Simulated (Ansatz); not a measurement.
TaRu (space group P4/mmm)

```
CELL_PARAMETERS angstrom
      3.00349     0.00000     0.00000
      0.00000     3.00349     0.00000
      0.00000     0.00000     6.72853
ATOMIC_POSITIONS crystal
  Ta 0.50000 0.50000 0.25000
  Ta 0.50000 0.50000 0.75000
  Ru 0.00000 0.00000 0.00000
  Ru 0.00000 0.00000 0.50000
```

The atoms are displaced by Q × the pattern below (from a DFPT mode at Z = (0.0, 0.0, 0.5), largest move 1; Q in Å), at fixed cell. (q is in reciprocal vectors of the primitive cell; the cell shown is doubled to hold the pattern.)

```json
[
 {"atom": "Ru3", "x": "0.000", "y": "0.000", "z": "1.000"},
 {"atom": "Ru4", "x": "0.000", "y": "0.000", "z": "-1.000"}
]
```

Atoms not listed stay in place.

All values below come from LDA (plane waves to 420 eV, PAW, scalar-relativistic; Ansatz, a program for electronic structure). k mesh 15×15×7 (Γ-centred), Fermi-Dirac smearing 0.05 eV. The energy includes the smearing's −TS. With partly filled bands, energies and forces of such displacements shift with the k mesh and the smearing. Spin-orbit coupling is left out, though Ta is heavy. TaRu is run without spin polarisation. TaRu was relaxed with its symmetry unable to fall. The zero of ΔE is the undisplaced structure. The last digit holds for this mesh only.

| Q (Å) | ΔE (meV/cell) |
|---|---|
| -0.1760 | 84.2 |
| -0.1467 | 32.7 |
| -0.1173 | withheld |
| -0.0880 | -6.2 |
| -0.0587 | -6.0 |
| -0.0293 | -2.0 |
| 0.0000 | 0.0 |
| 0.0293 | -2.0 |
| 0.0587 | -6.0 |
| 0.0880 | -6.2 |
| 0.1173 | withheld |
| 0.1467 | 32.7 |
| 0.1760 | 84.2 |

Task: Fit an even polynomial form (powers 2, 4, 6) to the given rows and predict ΔE at Q = -0.1173.

Result: Least squares on the 11 given rows: ΔE = (-2442)·Q² + (224100)·Q⁴ + (-1857000)·Q⁶, in meV/cell with Q in Å; root-mean-square residual 0.10 meV/cell. At -0.1173 the fit gives 4.0 meV/cell; the calculation gives 4.4 meV/cell, so the interpolation is off by -0.4 (-9.1 %). The quadratic term alone would give -33.6 meV/cell: it is negative, as the undisplaced cell is unstable along this move.

(A displaced cell: forces are minus the slopes of the energy, force constants its curvatures, and phonons follow from these.)
